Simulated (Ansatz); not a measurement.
Rb: from λ and ω_log to T_c — Ansatz, plane waves and PAW

Space group Im-3m (No. 229), 1 atom in the cell of the first input below: a = 4.917 Å, b = 4.917 Å, c = 4.917 Å, α = 109.47°, β = 109.47°, γ = 109.47°.

The cell was built from a prototype of a structure type listed for this element, relaxed without spin–orbit coupling to zero pressure (pressure 0.0 GPa with this functional, without spin–orbit coupling). Functional: PBE.

Input:

```yaml
crystal:
  lattice:
    - [-2.8390105192, 2.8390105192, 2.8390105192]
    - [2.8390105192, -2.8390105192, 2.8390105192]
    - [2.8390105192, 2.8390105192, -2.8390105192]
  atoms:
    - { symbol: Rb, position: [0.0, 0.0, 0.0] }
basis:
  ecutwfc: 420
  ecutrho_ratio: 4
kpoints:
  mp_grid: { grid: [9, 9, 9] }
hamiltonian:
  xc: pbe
scf:
  occupations: { method: methfessel_paxton, width: 0.2 }
output: {}
phonons:
  supercell: [3, 3, 3]
  qpath:
    path:
      - [[0.0, 0.0, 0.0], [0.5, -0.5, 0.5], [0.0, 0.0, 0.5], [0.0, 0.0, 0.0], [0.25, 0.25, 0.25], [0.5, -0.5, 0.5]]
      - [[0.25, 0.25, 0.25], [0.0, 0.0, 0.5]]
    npoints: 6
  electrical_resistivity: { mesh: [18, 18, 18], temperatures: [50, 100, 200, 300, 500] }
  superconductivity: { mesh: [18, 18, 18], eliashberg_equations: false }
```

```bash
ansatz run input.yaml --threads 8 --pin off --max-ram 15360MiB --backend cpu --events-out ev --progress --plain --runs-dir out
```

Time: 110 s on 8 threads of Arm Neoverse V1, with other jobs on the host, peak memory 12 GiB.

On the finest mesh λ = 0.1885, ω_log = 3.037 meV, N(E_F) = 0.454 states per eV, spin and cell. λ by mesh: 18×18×18 0.188, 9×9×9 0.195.

Question: What T_c does McMillan's formula in the Allen–Dynes form give for μ* = 0.10?

Answer: T_c = (ω_log/1.2) exp[−1.04(1+λ)/(λ − μ*(1+0.62λ))] = (35.24 K/1.2) × exp(−1.2360/0.0768) = a value under 10^-5 K, that is no superconductivity at this level.

Caveats: small supercell, couplings not converged in it.
